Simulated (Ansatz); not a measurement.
# SrAg2B2 in Ansatz, settings compared

Input:

```yaml
crystal:
  lattice:
    - [0.0, 4.10498, 0.0]
    - [4.10498, 0.0, 0.0]
    - [2.05249, 2.05249, -4.910981]
  atoms:
    - { symbol: B, position: [0.389, 0.389, 0.222] }
    - { symbol: B, position: [0.611, 0.611, 0.778] }
    - { symbol: Ag, position: [0.75, 0.25, 0.5] }
    - { symbol: Ag, position: [0.25, 0.75, 0.5] }
    - { symbol: Sr, position: [0.0, 0.0, 0.0] }
  symmetry: { tolerance: 0.0003 }
kpoints:
  mp_grid: { grid: [5, 5, 5], shift: [0, 0, 0] }
magnetization:
  spin_polarized: false
scf:
  occupations: { method: cold, width: 0.2277 }
hamiltonian:
  pseudopotentials: { kind: paw }
  xc: r2scan
basis:
  ecutwfc: 500
output:
  forces: true
  stress: true
  eigenvalues: true
relax:
  max_steps: 40
  cell: {}
```

Launch command:

```bash
ansatz run input.yaml --threads 1 --pin off --max-ram 2560MiB --backend cpu --events-out ev --progress --plain --runs-dir out
```

Origin of the cell: a known structure type with other elements, at an estimated volume, so it need not be a known compound.

Output of this run (shortened):

```
SCF iter   1: F=—  HF=-19073.673943 eV  Δρ=8.57e-3  dr2=7.87e-2  dr2_τ=6.66e-2
SCF iter   2: F=—  HF=-19073.745915 eV  S|Δr|=    0.00e0  Δρ=4.13e-3  dr2=1.08e-2  dr2_τ=1.29e-3  defer=7
SCF iter   3: F=—  HF=-19073.745697 eV  S|Δr|=    0.00e0  Δρ=1.89e-3  dr2=3.45e-3  dr2_τ=9.52e-5  defer=7
SCF iter   4: F=—  HF=-19073.745417 eV  S|Δr|=    0.00e0  Δρ=4.97e-4  dr2=3.75e-4  dr2_τ=8.86e-6  defer=7
SCF iter   5: F=—  HF=-19073.745382 eV  S|Δr|=    0.00e0  Δρ=1.41e-4  dr2=2.21e-5  dr2_τ=1.11e-6  defer=7
SCF iter   6: F=—  HF=-19073.745358 eV  S|Δr|=    0.00e0  Δρ=3.24e-5  dr2=9.95e-7  dr2_τ=5.39e-8  defer=7
SCF iter   7: F=-19073.745359 eV  HF=-19073.745359 eV  S|Δr|=    0.00e0  Δρ=1.00e-5  dr2=7.64e-8  dr2_τ=6.30e-9
relax step   1: F+E_penalty+E_count = -19073.745359 eV  Δ(F+E_penalty+E_count) = +0.000e0 eV  max|allowed force component| = 1.298e0 eV/Å  Δτ_max = 0.0000 Å  P = -3.271 GPa  Ω = 82.754 Å³  (7 […]
relax step   2: F+E_penalty+E_count = -19074.239638 eV  Δ(F+E_penalty+E_count) = -4.943e-1 eV  max|allowed force component| = 2.270e0 eV/Å  Δτ_max = 0.1100 Å  P = +2.589 GPa  Ω = 77.313 Å³  e […]
relax step   3: F+E_penalty+E_count = -19074.631494 eV  Δ(F+E_penalty+E_count) = -3.919e-1 eV  max|allowed force component| = 1.913e0 eV/Å  Δτ_max = 0.0563 Å  P = -3.254 GPa  Ω = 82.317 Å³  e […]
relax step   4: F+E_penalty+E_count = -19073.556556 eV  Δ(F+E_penalty+E_count) = +1.075e0 eV  max|allowed force component| = 1.141e1 eV/Å  Δτ_max = 0.1981 Å  P = +10.712 GPa  Ω = 79.157 Å³  e […]
relax step   5: F+E_penalty+E_count = -19074.748060 eV  Δ(F+E_penalty+E_count) = -1.166e-1 eV  max|allowed force component| = 1.365e0 eV/Å  Δτ_max = 0.0292 Å  P = -1.293 GPa  Ω = 80.865 Å³  e […]
relax step   6: F+E_penalty+E_count = -19074.788998 eV  Δ(F+E_penalty+E_count) = -4.094e-2 eV  max|allowed force component| = 1.147e0 eV/Å  Δτ_max = 0.0793 Å  P = +1.976 GPa  Ω = 79.888 Å³  e […]
relax step   7: F+E_penalty+E_count = -19074.821938 eV  Δ(F+E_penalty+E_count) = -3.294e-2 eV  max|allowed force component| = 2.308e-2 eV/Å  Δτ_max = 0.0112 Å  P = +0.139 GPa  Ω = 80.685 Å³ […]
relax step   8: F+E_penalty+E_count = -19074.822106 eV  Δ(F+E_penalty+E_count) = -1.679e-4 eV  max|allowed force component| = 3.188e-3 eV/Å  Δτ_max = 0.0011 Å  P = -0.009 GPa  Ω = 80.832 Å³ […]
relax step   9: F+E_penalty+E_count = -19074.821800 eV  Δ(F+E_penalty+E_count) = +3.051e-4 eV  max|allowed force component| = 3.206e-3 eV/Å  Δτ_max = 0.0000 Å  P = -0.012 GPa  Ω = 80.832 Å³  stress off target by 4.19e-2 GPa […]
SCF 9 converged in 6 iterations: F = -19074.821800 eV  dr2 = 4.13e-11
basis re-selected at this cell: Δ(F+E_penalty+E_count) = +3.051e-4 eV, ΔP = -0.003 GPa vs the last step (what re-selecting the basis moved, of the pressure what is left beyond the Pulay corre […]
SCF converged after 6 iterations
Stability not checked: this state was not tested for a lower state beside it, because cold or Methfessel-Paxton smearing, or corrected tetrahedra, fill the levels in a way that the test cannot read (fill_not_monotonic; […]
Free energy (F): -19074.821800 eV
Harris-Foulkes:  -19074.821800 eV  (|F-HF|=2.18e-11)
Internal energy: -19074.824101 eV  (E = F + TS)
E sigma→0 (E₀):  -19074.822567 eV
Entropy (-TS):   0.002301 eV (0.460 meV/atom)
Fermi energy:    12.247032 eV
--- Per-component energies (eV) ---
  E_band       = -717.536124
  E_kinetic    = 1391.295191
  E_local      = -6622.375510  (includes V_loc(G=0)·N_el)
  E_nonlocal   = 386.494756
  E_hartree    = 2879.195897
  E_xc         = -581.257897
  E_vxc        = -783.469690  (∫ρ·V_xc dr)
  E_paw        = -10718.824722  (= ΣΔE_a)
  E_vpaw       = -899.144276  (= ΣTr[D̂ρ^β])
  E_aug_tail   = 0.000113  (compensation charges beyond the density's cutoff)
  E_vtau       = 51.271341  (kinetic-family band-sum trace: ∫τ·v_τ [+ j·A + Jᵃ·Aᵃ] dr)
  E_ewald      = -5808.150388
  E_core_change = -1.201542  (= ΣΔE_core)
  E_smearing   = 0.002301  (= −TS)
  Σ components = -19074.821800   (vs F -19074.821800, Δ=0.00e0)
--- Forces (eV/Å), atoms counted from 1 ---
  atom   1  B      0.000000     0.000000    -0.003206
  atom   2  B      0.000000     0.000000     0.003206
  atom   3  Ag     0.000000     0.000000    -0.000000
  atom   4  Ag     0.000000     0.000000    -0.000000
  atom   5  Sr    -0.000000    -0.000000     0.000000
  max |Σ_I F_I| component: 1.43e-17 eV/Å
--- Stress (GPa, compression-positive) ---
        0.002956       0.000000       0.000000
        0.000000       0.002956       0.000000
        0.000000       0.000000      -0.041875
  P = ⅓ Tr σ = -0.0120 GPa (-0.120 kbar)
--- Relaxed structure (8 steps of the walk, 7 accepted, 1 SCFs on fresh bases) ---
  F+E_penalty+E_count = -19074.821800 eV   max|allowed force component| = 3.206e-3 eV/Å   (the final SCF, on the basis selected at the relaxed cell)
  cell:  # Å, volume = 80.8316 Å³
    - [0.0, 4.157198, 0.0]
    - [4.157198, 0.0, 0.0]
    - [2.078599, 2.078599, -4.677130]
  atoms:
    - { symbol: B, position: [0.415738, 0.415738, 0.168525] }
    - { symbol: B, position: [0.584262, 0.584262, 0.831475] }
    - { symbol: Ag, position: [0.75, 0.25, 0.500000] }
    - { symbol: Ag, position: [0.25, 0.75, 0.500000] }
    - { symbol: Sr, position: [2.119e-19, 2.119e-19, -4.238e-19] }
```

The same input was run again with these changes:

1. `basis.ecutwfc` 500 → "36.7 Ry"; `kpoints.mp_grid.shift` [0, 0, 0] → [0.5, 0.5, 0.5]
2. `kpoints.mp_grid.grid` [5, 5, 5] → [6, 6, 6]; `hamiltonian.hubbard` default → { sites: [{ species: Ag, l: d, u_eff: 8.0 }], double_counting: fll }; `crystal.symmetry` { tolerance: 0.0003 } → { detect: false }
3. `basis.xc_grid` default → 4
4. `scf.mixing` default → { algorithm: anderson, beta: 0.005, ndim: 1 }; `scf.max_iter` default → 50

```csv
run,end,SCF iterations,volume (Å³/atom),max force component (eV/Å),moment (μB),ΔE(σ→0) (meV/atom)
base,converged,66,16.17,0.003,–,0
1,converged,77,16.18,0.001,–,-0.13
2,converged,63,16.97,0.001,–,–
3,converged,66,16.17,0.003,–,0.00
4,SCF not converged,50,–,–,–,–
```

Energies are compared only where functional, datasets, charge and starting cell are the same.

Caveats of the base run: the k mesh is coarse if the cell is a metal; the relaxation held the start's symmetry, so the end may be a saddle point; wide smearing.

Run 1: the cutoff lies below the datasets' advice; the k mesh keeps only part of the crystal's symmetry.
Run 2: the displaced walk ended near the symmetry of the start; the program displaced the start to leave a saddle point.

The base run took 77 s on 1 thread of Intel(R) Xeon(R) Platinum 8259CL CPU @ 2.50GHz (Skylake/Cascade Lake) (shared host), peak memory 0.65 GiB, from the program's own first density.
